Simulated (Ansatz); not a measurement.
The start is a generated cell, TaN built in the AFLOW prototype AB_oP8_62_c_c (B27, as in FeB). The structure is fully relaxed (lattice and positions, P = 0) with r2SCAN (plane waves to 500 eV, PAW, scalar-relativistic; Ansatz, a program for electronic structure). First-step values are on the input's coarse k-mesh.

Ansatz input (later rounds restart from its end on a renewed k-mesh):
Ansatz 0.2 input:
```yaml
crystal:
  lattice:
    - [6.2692735, 0, 0]
    - [0, 3.3611064, 0]
    - [0, 0, 4.6240883]
  atoms:
    - { symbol: N, position: [0.82, 0.25, 0.125] }
    - { symbol: N, position: [0.32, 0.25, 0.375] }
    - { symbol: N, position: [0.18, 0.75, 0.875] }
    - { symbol: N, position: [0.68, 0.75, 0.625] }
    - { symbol: Ta, position: [0.125, 0.25, 0.69] }
    - { symbol: Ta, position: [0.625, 0.25, 0.81] }
    - { symbol: Ta, position: [0.875, 0.75, 0.31] }
    - { symbol: Ta, position: [0.375, 0.75, 0.19] }
basis: { ecutwfc: 500, ecutrho_ratio: 4, xc_grid: 4, fft_grid_basis: typed }
kpoints: { mp_grid: { grid: [4, 7, 5] } }
hamiltonian:
  xc: r2scan
  dispersion: none
  pseudopotentials: { kind: paw }
scf: { occupations: { method: fermi_dirac, width: 0.05 } }
relax: { f_tol: 0.01, max_steps: 100, cell: { stress_tol: 0.02 } }
output: { forces: true, stress: true }
```

* **Largest initial force**: about 2.3 eV/Å, on N1, N2, N3, N4 (atoms numbered as listed)
* **Outcome**: The space group stays Pnma (No. 62) (the run could not lower it), with 8 atoms in the primitive cell
* **Energy released**: 0.52 eV/atom
* **Volume change**: +8.9 %, from 12.18 to 13.26 Å³/atom
* **Shortest distances (start → end)**: The closest pairs of elements (up to four, under 3.6 Å), start → end: N–Ta 1.90 → 2.01 Å; N–N 2.99 → 2.76 Å; Ta–Ta 2.89 → 3.15 Å
* **Band gap at the end**: zero (metallic)
* **Optimiser moves**: 17

The end point of the relaxation:

```cif
data_N4Ta4
_chemical_formula_sum 'N4 Ta4'
_space_group_name_H-M_alt 'Pnma'
_space_group_IT_number 62
_space_group_name_Hall '-P 2ac 2n'
_cell_length_a 6.99756
_cell_length_b 3.30687
_cell_length_c 4.58586
_cell_angle_alpha 90.000
_cell_angle_beta 90.000
_cell_angle_gamma 90.000
loop_
_space_group_symop_operation_xyz
  'x, y, z'
  '-x, -y, -z'
  '-x+1/2, -y, z+1/2'
  'x+1/2, y, -z+1/2'
  'x+1/2, -y+1/2, -z+1/2'
  '-x+1/2, y+1/2, z+1/2'
  '-x, y+1/2, -z'
  'x, -y+1/2, z'
loop_
_atom_site_label
_atom_site_type_symbol
_atom_site_symmetry_multiplicity
_atom_site_Wyckoff_symbol
_atom_site_fract_x
_atom_site_fract_y
_atom_site_fract_z
_atom_site_occupancy
N1 N 4 c 0.34215 0.25000 0.49161 1
Ta1 Ta 4 c 0.10742 0.25000 0.74247 1
```

Final values are on a 7×14×10 k-mesh of the relaxed cell. No spin polarisation in the result.

The run could not lose the symmetry of its start, so the end can be a saddle point.

The relaxed structure here is a generated cell of TaN: the first start was made by placing the elements on the sites of a structure type, and the end was not matched to a known phase here, so it may be hypothetical. Known forms of TaN include space group No. 225.
